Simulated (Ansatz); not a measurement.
ZnSnP₂:
```
ZnSnP2
1.0
    4.00351     0.00000     0.00000
    0.00000     4.00351     0.00000
    0.00000     0.00000     5.63369
Zn Sn P
1 1 2
Direct
  0.00000   0.00000   0.00000
  0.50000   0.50000   0.50000
  0.00000   0.50000   0.22693
  0.50000   0.00000   0.77307
```

Relaxed with r²SCAN.

Question: Give the Bader charges and basin volumes of the independent atoms, plane-wave PAW r²SCAN (Ansatz code).

Answer: 

```json
[
 {"atom": "Zn1", "Bader charge (e)": "+0.66", "Bader volume (Å³)": "14.7"},
 {"atom": "Sn2", "Bader charge (e)": "+1.04", "Bader volume (Å³)": "22.0"},
 {"atom": "P3", "Bader charge (e)": "-0.85", "Bader volume (Å³)": "26.8"}
]
```

Space group P-4m2. The first step of the workflow began from a Materials Project structure, measured or hypothetical; the Crystallography Open Database copy checked does not list it. Its standing as an ambient phase is unchecked. The cell was relaxed with r²SCAN under the symmetry of its start; whether a distortion lowers the energy is not shown. Spin–orbit coupling is left out wherever it is not named.

Potentials: the later of the program's two PAW sets.
